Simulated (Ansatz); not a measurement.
Relaxed Nb$_{3}$Sn (A15, Cr3Si type):

```yaml
crystal:
  lattice:
    - [10.63863, 0.00000, 0.00000]
    - [5.31932, 5.31932, 0.00000]
    - [5.31932, 0.00000, 5.31932]
  atoms:
    - { symbol: Nb, position: [0.87500, 0.00000, 0.50000] }
    - { symbol: Nb, position: [0.37500, 0.00000, 0.50000] }
    - { symbol: Nb, position: [0.12500, 0.00000, 0.50000] }
    - { symbol: Nb, position: [0.62500, 0.00000, 0.50000] }
    - { symbol: Nb, position: [0.62500, 0.50000, 0.25000] }
    - { symbol: Nb, position: [0.12500, 0.50000, 0.25000] }
    - { symbol: Nb, position: [0.37500, 0.50000, 0.75000] }
    - { symbol: Nb, position: [0.87500, 0.50000, 0.75000] }
    - { symbol: Nb, position: [0.12500, 0.25000, 0.00000] }
    - { symbol: Nb, position: [0.62500, 0.25000, 0.00000] }
    - { symbol: Nb, position: [0.87500, 0.75000, 0.00000] }
    - { symbol: Nb, position: [0.37500, 0.75000, 0.00000] }
    - { symbol: Sn, position: [0.00000, 0.00000, 0.00000] }
    - { symbol: Sn, position: [0.50000, 0.00000, 0.00000] }
    - { symbol: Sn, position: [0.75000, 0.50000, 0.50000] }
    - { symbol: Sn, position: [0.25000, 0.50000, 0.50000] }
```

The atoms are displaced by Q × the pattern below (from a DFPT mode at R = (0.5, 0.5, 0.5), largest move 1; Q in Å), at fixed cell. It is one choice among 6 degenerate patterns. (q is in reciprocal vectors of the primitive cell; the cell shown is doubled to hold the pattern.)

```json
[
 {"atom": "Nb5", "x": "0.572", "y": "0.000", "z": "0.000"},
 {"atom": "Nb6", "x": "-0.572", "y": "0.000", "z": "0.000"},
 {"atom": "Nb7", "x": "-0.572", "y": "0.000", "z": "0.000"},
 {"atom": "Nb8", "x": "0.572", "y": "0.000", "z": "0.000"},
 {"atom": "Nb9", "x": "0.000", "y": "0.779", "z": "0.000"},
 {"atom": "Nb10", "x": "0.000", "y": "-0.779", "z": "0.000"},
 {"atom": "Nb11", "x": "0.000", "y": "-0.779", "z": "0.000"},
 {"atom": "Nb12", "x": "0.000", "y": "0.779", "z": "0.000"},
 {"atom": "Sn15", "x": "0.000", "y": "0.000", "z": "-1.000"},
 {"atom": "Sn16", "x": "0.000", "y": "0.000", "z": "1.000"}
]
```

Atoms not listed stay in place.

The numbers are results of PBE (plane waves to 420 eV, PAW, scalar-relativistic; Ansatz, a first-principles code), not measurements. k mesh 9×9×9 (Γ-centred), Fermi-Dirac smearing 0.05 eV. Energies are smeared free energies. Left out: 4 of 13 points, with atoms too close for the PAW data. With partly filled bands, energies and forces of such displacements shift with the k mesh and the smearing. Nb3Sn is run without spin polarisation. Nb3Sn was relaxed with its symmetry unable to fall. ΔE is measured from the undisplaced structure. The last digit holds for this mesh only.

| Q (Å) | ΔE (meV/cell) |
|---|---|
| -0.120 | withheld |
| -0.090 | 345.2 |
| -0.060 | 152.4 |
| -0.030 | 37.9 |
| 0.000 | 0.0 |
| 0.030 | 37.9 |
| 0.060 | 152.4 |
| 0.090 | 345.2 |
| 0.120 | withheld |

Question: Fit an even polynomial form (powers 2, 4) to the given rows and predict ΔE at Q = 0.120.

Answer: Least squares on the 7 given rows: ΔE = (42100)·Q² + (64160)·Q⁴, in meV/cell with Q in Å; root-mean-square residual 0.03 meV/cell. At 0.120 the fit gives 619.5 meV/cell; the calculation gives 620.0 meV/cell, so the extrapolation is off by -0.5 (-0.1 %). The quadratic term alone would give 606.2 meV/cell.

(For displaced atoms, the force is minus the slope of the energy, and its curvature is a force constant, which sets phonon frequencies.)
